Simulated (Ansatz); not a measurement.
One starting cell of TiAl (a generated cell, TiAl placed in the CuAu structure type) was relaxed twice with Ansatz (plane waves, PAW, scalar-relativistic): with r2SCAN at 500 eV and with PBE at 420 eV. The r2SCAN result:

```yaml
crystal:
  lattice:
    - [2.81317, 0.00000, 0.00000]
    - [0.00000, 2.81317, 0.00000]
    - [0.00000, 0.00000, 4.05832]
  atoms:
    - { symbol: Al, position: [0.50000, 0.50000, 0.50000] }
    - { symbol: Ti, position: [0.00000, 0.00000, 0.00000] }
```

| quantity | r2SCAN | PBE |
|---|---|---|
| space group | P4/mmm | P4/mmm |
| volume (Å³/atom) | 16.06 | … |
| a (Å) | 2.813 | … |
| c (Å) | 4.058 | … |
| gap (eV, no spin-orbit coupling) | 0.00 | … |
| pressure at 80 % of the level's own volume (GPa) | 41.0 | … |

Q: Fill in the PBE column.

A: 
- volume (Å³/atom), PBE: 16.23
- a (Å), PBE: 2.824
- c (Å), PBE: 4.071
- gap (eV, no spin-orbit coupling), PBE: 0.00
- pressure at 80 % of the level's own volume (GPa), PBE: 38.8

Both levels end in the same structure; PBE's volume is 1.1 % larger. Neither column is exact.

No spin polarisation in the result.

The run could not lose the symmetry of its start; a randomly shaken copy of 2 atoms returns to this structure.

All atoms sit on sites fixed by symmetry, so only the cell could relax.

Ansatz is an electronic-structure program.
